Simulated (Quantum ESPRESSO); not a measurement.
# Hf2NbO5F3: input and log of a self-consistent run

A calculation, not a measurement. The program is pw.x of Quantum ESPRESSO 7.5 (plane-wave density functional theory). The cell is made up: 11 atoms on a fluorite lattice with one site empty, with randomly drawn elements, strain and displacements, not relaxed. PseudoDojo standard norm-conserving files (v0.5 for PBE, v0.4.1 for LDA and PBEsol) set the functional; there is no spin polarisation, spin-orbit coupling or dispersion term, and the masses in the input are unused placeholders.

The hafnium pseudopotential is less sure than the others, with forces about 3 percent (worst 6) and pressure in oxides about 1.5 GPa (worst 2.7) from a second method in checks, which no rerun with the same files tests.

Input:

```
&control calculation='scf', pseudo_dir='./dojo.nc.sr.pbe.v0_5.standard.upf', outdir='./o', disk_io='low', tprnfor=.true., tstress=.true. /
&system ibrav=0, nat=11, ntyp=4, nbnd=50, ecutwfc=84.00895049, nosym=.true., tot_charge=0,
 occupations='smearing', smearing='fd', degauss=0.0018374661
/
&electrons conv_thr=7.350e-09, electron_maxstep=60, /
ATOMIC_SPECIES
F 1.0 F.upf
Hf 1.0 Hf.upf
Nb 1.0 Nb.upf
O 1.0 O.upf
CELL_PARAMETERS angstrom
4.9414 -0.0602 -0.0269
-0.0602 4.908 0.0483
-0.0269 0.0483 4.988
ATOMIC_POSITIONS angstrom
Hf 0.089 -0.1158 -0.1218
Nb 2.4536 -0.0428 2.4046
Hf 2.4308 2.4081 -0.044
O 1.2586 1.2404 1.24
F 1.1777 1.2468 3.6922
O 1.1733 3.747 1.2766
O 1.2875 3.6635 3.7606
F 3.6781 1.1308 1.2881
O 3.6171 1.2522 3.7269
O 3.5925 3.5891 1.2503
F 3.6575 3.6734 3.7885
K_POINTS automatic
5 5 5 1 1 1
```

The log is shortened where brackets say so; the opening notice, blank lines, dates and the lines on written files are dropped, and the path of the files is cut. It prints rydbergs, bohrs and kilobars, and counts compression as positive stress. With no partly filled state, the Fermi energy that it prints is only some level between the filled and the empty states on the mesh, and need not lie in the true gap.

```
     Program PWSCF v.7.5
     Parallel version (MPI & OpenMP), running on       4 processor cores
     Number of MPI processes:                 4
     Threads/MPI process:                     1
     [start-up lines left out]
     bravais-lattice index     =            0
     lattice parameter (alat)  =       9.3387  a.u.
     unit-cell volume          =     816.1296 (a.u.)^3
     number of atoms/cell      =           11
     number of atomic types    =            4
     number of electrons       =        88.00
     number of Kohn-Sham states=           50
     kinetic-energy cutoff     =      84.0090  Ry
     charge density cutoff     =     336.0358  Ry
     scf convergence threshold =      7.3E-09
     mixing beta               =       0.7000
     number of iterations used =            8  plain     mixing
     Exchange-correlation= PBE
                           (   1   4   3   4   0   0   0)
     [axes and pseudopotential details left out]
   Cartesian axes
     site n.     atom                  positions (alat units)
         1        Hf     tau(   1) = (   0.0180095  -0.0234326  -0.0246467  )
         2        Nb     tau(   2) = (   0.4964952  -0.0086607   0.4865799  )
         3        Hf     tau(   3) = (   0.4918816   0.4872881  -0.0089036  )
         4        O      tau(   4) = (   0.2546825   0.2509996   0.2509187  )
         5        F      tau(   5) = (   0.2383121   0.2522947   0.7471306  )
         6        O      tau(   6) = (   0.2374217   0.7582196   0.2583248  )
         7        O      tau(   7) = (   0.2605305   0.7413231   0.7609716  )
         8        F      tau(   8) = (   0.7442774   0.2288217   0.2606519  )
         9        O      tau(   9) = (   0.7319339   0.2533874   0.7541523  )
        10        O      tau(  10) = (   0.7269560   0.7262680   0.2530029  )
        11        F      tau(  11) = (   0.7401090   0.7433264   0.7666173  )
     number of k points=    63  Fermi-Dirac smearing, width (Ry)=  0.0018
                       cart. coord. in units 2pi/alat
        k(    1) = (   0.1017760   0.1009671   0.0986458), wk =   0.0320000
        k(    2) = (   0.1028312   0.0990298   0.2968194), wk =   0.0320000
     [further k points left out]
     Dense  grid:    84843 G-vectors     FFT dimensions: (  60,  60,  60)
     Estimated max dynamical RAM per process >     272.74 MB
     Estimated total dynamical RAM >       1.00 GB
     Initial potential from superposition of free atoms
     starting charge      87.9939, renormalised to      88.0000
     Starting wfcs are   62 randomized atomic wfcs
     total cpu time spent up to now is        4.8 secs
     per-process dynamical memory:   212.4 Mb
     Self-consistent Calculation
     iteration #  1     ecut=    84.01 Ry     beta= 0.70
     Davidson diagonalization with overlap
     ethr =  1.00E-02,  avg # of iterations =  2.0
     total cpu time spent up to now is       13.7 secs
     total energy              =    -662.06505023 Ry
     estimated scf accuracy    <       4.81360619 Ry
     iteration #  2     ecut=    84.01 Ry     beta= 0.70
     Davidson diagonalization with overlap
     ethr =  5.47E-03,  avg # of iterations =  6.1
     total cpu time spent up to now is       29.1 secs
     total energy              =    -658.78550936 Ry
     estimated scf accuracy    <      33.74649000 Ry
     iteration #  3     ecut=    84.01 Ry     beta= 0.70
     Davidson diagonalization with overlap
     ethr =  5.47E-03,  avg # of iterations =  5.5
     total cpu time spent up to now is       41.1 secs
     total energy              =    -664.45888518 Ry
     estimated scf accuracy    <       1.70069087 Ry
     iteration #  4     ecut=    84.01 Ry     beta= 0.70
     Davidson diagonalization with overlap
     ethr =  1.93E-03,  avg # of iterations =  2.4
     total cpu time spent up to now is       50.9 secs
     total energy              =    -664.58252334 Ry
     estimated scf accuracy    <       0.55602374 Ry
     iteration #  5     ecut=    84.01 Ry     beta= 0.70
     Davidson diagonalization with overlap
     ethr =  6.32E-04,  avg # of iterations =  1.5
     total cpu time spent up to now is       59.7 secs
     total energy              =    -664.52413142 Ry
     estimated scf accuracy    <       0.26760818 Ry
     [iterations 6 to 12 left out]
     iteration # 13     ecut=    84.01 Ry     beta= 0.70
     Davidson diagonalization with overlap
     ethr =  7.14E-09,  avg # of iterations =  3.0
     total cpu time spent up to now is      144.6 secs
     total energy              =    -664.56040172 Ry
     estimated scf accuracy    <       0.00000085 Ry
     iteration # 14     ecut=    84.01 Ry     beta= 0.70
     Davidson diagonalization with overlap
     ethr =  9.62E-10,  avg # of iterations =  2.0
     total cpu time spent up to now is      153.4 secs
     total energy              =    -664.56040175 Ry
     estimated scf accuracy    <       0.00000014 Ry
     iteration # 15     ecut=    84.01 Ry     beta= 0.70
     Davidson diagonalization with overlap
     ethr =  1.59E-10,  avg # of iterations =  4.4
     total cpu time spent up to now is      164.4 secs
     total energy              =    -664.56040180 Ry
     estimated scf accuracy    <       0.00000003 Ry
     iteration # 16     ecut=    84.01 Ry     beta= 0.70
     Davidson diagonalization with overlap
     ethr =  3.20E-11,  avg # of iterations =  2.5
     total cpu time spent up to now is      172.9 secs
     total energy              =    -664.56040180 Ry
     estimated scf accuracy    <          7.6E-09 Ry
     iteration # 17     ecut=    84.01 Ry     beta= 0.70
     Davidson diagonalization with overlap
     ethr =  8.63E-12,  avg # of iterations =  4.3
     total cpu time spent up to now is      183.6 secs
     End of self-consistent calculation
          k = 0.1018 0.1010 0.0986 ( 10631 PWs)   bands (ev):
   -51.3177 -50.8161 -45.9471 -22.1355 -22.0368 -21.8847 -20.3520 -20.1141
   -20.0017 -19.7026 -19.6609 -19.4737 -14.0593 -13.5400 -13.0195  -7.1958
    -6.5938  -6.1481  -6.0626  -5.5270   2.6961   2.7927   3.1415   3.3576
     3.6023   3.8487   4.3586   4.6756   4.9638   6.0218   6.0978   6.3568
     7.4083   7.5972   7.9224   7.9403   8.2833   8.4152   8.9563   9.1764
     9.3002   9.4890  10.1457  10.6976  12.0642  12.2676  14.2803  14.4435
    14.6592  14.7342
     [levels at the other k points left out]
     the Fermi energy is    11.3963 ev
!    total energy              =    -664.56040180 Ry
     estimated scf accuracy    <          6.9E-10 Ry
     smearing contrib. (-TS)   =      -0.00000000 Ry
     internal energy E=F+TS    =    -664.56040180 Ry
     The total energy is F=E-TS. E is the sum of the following terms:
     one-electron contribution =    -171.46438579 Ry
     hartree contribution      =     137.67900694 Ry
     xc contribution           =    -158.56131467 Ry
     ewald contribution        =    -472.21370829 Ry
     convergence has been achieved in  17 iterations
     Forces acting on atoms (cartesian axes, Ry/au):
     atom    1 type  2   force =     0.02432166    0.01228833    0.12291644
     atom    2 type  3   force =    -0.06823131   -0.05443146   -0.13569211
     atom    3 type  2   force =    -0.01125772   -0.00260431    0.10619536
     atom    4 type  4   force =     0.04981492   -0.03993057   -0.01615689
     atom    5 type  1   force =    -0.01999141   -0.01646821   -0.01905577
     atom    6 type  4   force =     0.01745904    0.02559908   -0.00022585
     atom    7 type  4   force =     0.00826989    0.07699987   -0.01078107
     atom    8 type  1   force =     0.03635778   -0.00190593   -0.02051328
     atom    9 type  4   force =    -0.04260738   -0.07443886    0.02377742
     atom   10 type  4   force =    -0.02295453    0.07376375    0.00348968
     atom   11 type  1   force =     0.02881906    0.00112832   -0.05395394
     Total force =     0.291768     Total SCF correction =     0.000078
     Computing stress (Cartesian axis) and pressure
          total   stress  (Ry/bohr**3)                   (kbar)     P=       80.22
   0.00080386   0.00030433  -0.00013438          118.25       44.77      -19.77
   0.00030433   0.00070798  -0.00036158           44.77      104.15      -53.19
  -0.00013438  -0.00036158   0.00012420          -19.77      -53.19       18.27
     init_run     :      4.48s CPU      4.73s WALL (       1 calls)
     electrons    :    178.15s CPU    178.86s WALL (       1 calls)
     forces       :      2.04s CPU      2.06s WALL (       1 calls)
     stress       :      6.84s CPU      6.85s WALL (       1 calls)
     [timing details left out]
     PWSCF        :   3m11.62s CPU   3m12.65s WALL
     JOB DONE.
```

In other units: free energy -9041.805 eV for the cell, pressure 8.02 GPa, largest force component 3.489 eV/Å. A rerun of the same cell at another strain at a cutoff of 1467 eV and k mesh 7 x 7 x 7 moved values by no more than 0.004 eV in energy, 0.04 GPa in stress and 0.002 eV/Å in force.